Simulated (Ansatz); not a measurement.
The cell below belongs to a search over invented structures; it isn't taken from experiment.

Input and command of a plane-wave DFT calculation in Ansatz:

```yaml
crystal:
  lattice:
    - [4.2721661244, 0.0, 0.0]
    - [0.0, 4.2721661244, 0.0]
    - [0.0, 0.0, 6.9803823777]
  atoms:
    - { symbol: Sn, position: [0.0, 0.5, 0.5796345215] }
    - { symbol: Sn, position: [0.5, 0.0, 0.5796345215] }
    - { symbol: Ge, position: [0.0, 0.5, 0.9913530102] }
    - { symbol: Ge, position: [0.5, 0.0, 0.9913530102] }
    - { symbol: Ge, position: [0.0, 0.0, 0.2172211665] }
basis:
  ecutwfc: 420
kpoints:
  mp_grid: { grid: [8, 8, 6] }
hamiltonian:
  xc: pbe
scf:
  occupations: { method: gaussian, width: 0.1 }
output:
  forces: true
  stress: true
  eigenvalues: true
relax:
  adjacent_minimum: "off"
  f_tol: 0.01
  max_steps: 80
  cell: { stress_tol: 0.05 }
```

```bash
ansatz run input.yaml --threads 1 --pin off --max-ram 2560MiB --backend cpu --events-out ev --progress --plain --runs-dir out
```

Processor: Intel(R) Xeon(R) 6975P-C (Granite Rapids), 1 thread, on a host shared with other jobs.

Q: How long does it run, and how much memory does it take?

A: About 74 s, peak memory 0.54 GiB. It solves 42 bands at 60 k points (after reduction by symmetry) with about 2467 plane waves (on the last cell), in 30 SCF iterations over 5 ionic steps.
